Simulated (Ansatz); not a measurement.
The relaxed structure here is a generated cell of Rh: the first start was made by placing the elements on the sites of a structure type, and the end was not matched to a known phase here, so it may be hypothetical. Known forms of Rh include space group No. 225.

A relaxed structure of Rh. Space group P6/mmm (No. 191), AFLOW prototype A_hP1_191_a (A_f, as in Sn). Level of theory: r2SCAN (plane waves to 500 eV, PAW, scalar-relativistic; Ansatz, a program for electronic structure).

```xyz
1
Lattice="2.6169 0.0000 0.0000 -1.3084 2.2663 0.0000 0.0000 0.0000 2.5198" Properties=species:S:1:pos:R:3 pbc="T T T"
Rh     0.0000     0.0000     0.0000
```

| Property | Result |
|---|---|
| Volume per atom | 14.94 Å³ |
| Band gap | zero (metallic) |
| Shortest distances | Rh–Rh 2.52 Å |
| k-mesh | 20×20×18 |

No spin polarisation in the result.

The run could not lose the symmetry of its start, so the end can be a saddle point.
